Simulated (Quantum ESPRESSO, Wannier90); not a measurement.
## Wannierisation of GaSb (zinc blende)

Materials Project entry mp-1156; symmetrised, unrelaxed at this level. COD (Crystallography Open Database) has an entry of this formula and space group (matched by these alone). Computed values, not measurements, from PBE: Quantum ESPRESSO (norm-conserving PseudoDojo potentials, cutoff 64 Ry, no spin polarisation, no spin-orbit coupling) on a Γ-centred 10×10×10 mesh, then Wannier90. Density: 10×10×10 mesh, Gaussian smearing 0.01 Ry. Spin-orbit coupling is left out although heavy elements are present.

On the energy scale of pw.x, whose zero is arbitrary, the Fermi level lies at 8.26 eV.

Input w.win:

```
num_bands = 1
num_wann = 1
exclude_bands = 1-10,12-25
num_iter = 800
conv_tol = 1.0e-6
conv_window = 4
write_hr = true
write_u_matrices = true
auto_projections = true
begin unit_cell_cart
ang
    0.0000000000    3.0686050000    3.0686050000
    3.0686050000    0.0000000000    3.0686050000
    3.0686050000    3.0686050000    0.0000000000
end unit_cell_cart
begin atoms_frac
Ga   0.0000000000  0.0000000000  0.0000000000
Sb   0.2500000000  0.2500000000  0.2500000000
end atoms_frac
mp_grid = 10 10 10
begin kpoints
0.0000000000 0.0000000000 0.0000000000
0.0000000000 0.0000000000 0.1000000000
0.0000000000 0.0000000000 0.2000000000
... (997 more lines: the 10x10x10 mesh through Gamma)
end kpoints
```

Input of pw2wannier90.x that gives the overlap and projection files (equivalent; here they were cut from one run over all bands):

```
&inputpp
  outdir = './out'
  prefix = 'pwscf'
  seedname = 'w'
  write_amn = .true.
  write_mmn = .true.
  atom_proj = .true.
  atom_proj_exclude = 1 2 3 4 5 6 7 8 9 10 11 12 13 14 16 17 18
/
```

Output w.wout (banner and timings cut):

```
                                    ------
                                    SYSTEM
                                    ------

                              Lattice Vectors (Ang)
                    a_1     0.000000   3.068605   3.068605
                    a_2     3.068605   0.000000   3.068605
                    a_3     3.068605   3.068605   0.000000

                   Unit Cell Volume:      57.79004  (Ang^3)

                        Reciprocal-Space Vectors (Ang^-1)
                    b_1    -1.023785   1.023785   1.023785
                    b_2     1.023785  -1.023785   1.023785
                    b_3     1.023785   1.023785  -1.023785

 *----------------------------------------------------------------------------*
 |   Site       Fractional Coordinate          Cartesian Coordinate (Ang)     |
 +----------------------------------------------------------------------------+
 | ga   1   0.00000   0.00000   0.00000   |    0.00000   0.00000   0.00000    |
 | sb   1   0.25000   0.25000   0.25000   |    1.53430   1.53430   1.53430    |
 *----------------------------------------------------------------------------*
                                ------------
                                K-POINT GRID
                                ------------

             Grid size = 10 x 10 x 10      Total points = 1000

 *---------------------------------- MAIN ------------------------------------*
 |  Number of Wannier Functions               :                 1             |
 |  Number of Objective Wannier Functions     :                 1             |
 |  Number of input Bloch states              :                 1             |
 |  Output verbosity (1=low, 5=high)          :                 1             |
 |  Timing Level (1=low, 5=high)              :                 1             |
 |  Optimisation (0=memory, 3=speed)          :                 3             |
 |  Length Unit                               :               Ang             |
 |  Post-processing setup (write *.nnkp)      :                 F             |
 |  Using Gamma-only branch of algorithms     :                 F             |
 *----------------------------------------------------------------------------*
 *------------------------------- WANNIERISE ---------------------------------*
 |  Total number of iterations                :               800             |
 |  Number of CG steps before reset           :                 5             |
 |  Trial step length for line search         :             2.000             |
 |  Convergence tolerence                     :         0.100E-05             |
 |  Convergence window                        :                 4             |
 |  Iterations between writing output         :                 1             |
 |  Iterations between backing up to disk     :               100             |
 |  Write r^2_nm to file                      :                 F             |
 |  Write xyz WF centres to file              :                 F             |
 |  Write on-site energies <0n|H|0n> to file  :                 F             |
 |  Use guiding centre to control phases      :                 F             |
 |  Use phases for initial projections        :                 F             |
 *----------------------------------------------------------------------------*
 *-------------------------------- PLOTTING ----------------------------------*
 |  Plotting Hamiltonian in WF basis          :                 T             |
 *----------------------------------------------------------------------------*

       ... (k-mesh section left out)

 Starting a new Wannier90 calculation ...

 Reading overlaps from w.mmn

 Reading projections from w.amn

 *------------------------------- WANNIERISE ---------------------------------*
 +--------------------------------------------------------------------+<-- CONV
 | Iter  Delta Spread     RMS Gradient      Spread (Ang^2)            |<-- CONV
 +--------------------------------------------------------------------+<-- CONV

 ------------------------------------------------------------------------------
 Initial State
  WF centre and spread    1  (  1.534303,  1.534303,  1.534303 )     2.98119040
  Sum of centres and spreads (  1.534303,  1.534303,  1.534303 )     2.98119040

      0     0.298E+01     0.0000000000        2.9811903961  <-- CONV
        O_D=      0.0755457 O_OD=      0.0000000 O_TOT=      2.9811904 <-- SPRD
 ------------------------------------------------------------------------------
      1    -0.285E-02     0.0271748332        2.9783408705  <-- CONV
        O_D=      0.0726962 O_OD=      0.0000000 O_TOT=      2.9783409 <-- SPRD
      2    -0.265E-03     0.0104200797        2.9780755511  <-- CONV
        O_D=      0.0724309 O_OD=      0.0000000 O_TOT=      2.9780756 <-- SPRD
      3    -0.228E-04     0.0034349198        2.9780527466  <-- CONV
        O_D=      0.0724081 O_OD=      0.0000000 O_TOT=      2.9780527 <-- SPRD
      4    -0.177E-05     0.0011803578        2.9780509722  <-- CONV
        O_D=      0.0724063 O_OD=      0.0000000 O_TOT=      2.9780510 <-- SPRD
      5    -0.187E-06     0.0003777663        2.9780507849  <-- CONV
        O_D=      0.0724061 O_OD=      0.0000000 O_TOT=      2.9780508 <-- SPRD
      6    -0.935E-08     0.0000807706        2.9780507756  <-- CONV
        O_D=      0.0724061 O_OD=      0.0000000 O_TOT=      2.9780508 <-- SPRD
      7    -0.111E-08     0.0000298032        2.9780507745  <-- CONV
        O_D=      0.0724061 O_OD=      0.0000000 O_TOT=      2.9780508 <-- SPRD
      8    -0.244E-09     0.0000145912        2.9780507742  <-- CONV
        O_D=      0.0724061 O_OD=      0.0000000 O_TOT=      2.9780508 <-- SPRD
             <<<     Delta < 1.000E-06  over  4 iterations     >>>
             <<< Wannierisation convergence criteria satisfied >>>
 Final State
  WF centre and spread    1  (  1.534303,  1.534303,  1.534303 )     2.97805077
  Sum of centres and spreads (  1.534303,  1.534303,  1.534303 )     2.97805077

         Spreads (Ang^2)       Omega I      =     2.905644684
        ================       Omega D      =     0.072406091
                               Omega OD     =     0.000000000
    Final Spread (Ang^2)       Omega Total  =     2.978050774
```
